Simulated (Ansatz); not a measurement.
Given:

HfN:
```
HfN
1.0
    0.00000     2.25092     2.25092
    2.25092     0.00000     2.25092
    2.25092     2.25092     0.00000
Hf N
1 1
Direct
  0.00000   0.00000   0.00000
  0.50000   0.50000   0.50000
```

This is the PBEsol-relaxed structure.

Task: All from plane-wave PAW PBEsol (Ansatz code), unless another level is named. Estimate the electronic character.

Result: metallic (no gap).

Task: Predict the density of states at the Fermi level.

Result: 0.30 states/eV per atom (mean over ±0.08 eV).

Task: And the formation energy from the elements (no fitted shifts)?

Result: -1.87 eV/atom.

Task: What about the gap with spin–orbit coupling?

Result: none (metallic).

Space group Fm-3m (rock salt). The cell was relaxed with PBEsol under the symmetry of its start. The run is not spin-polarised. With an odd number of electrons in the cell and no spin polarisation, the count alone makes it a metal. The references are the lowest solids computed at this level, not always the standard phases (solids in place of the gases). Spin–orbit coupling is left out wherever it is not named.

Potentials: the earlier of the program's two PAW sets. The files were generated under PBE; for other functionals the program regenerates the frozen cores, and for LDA and PBEsol the local potential too.
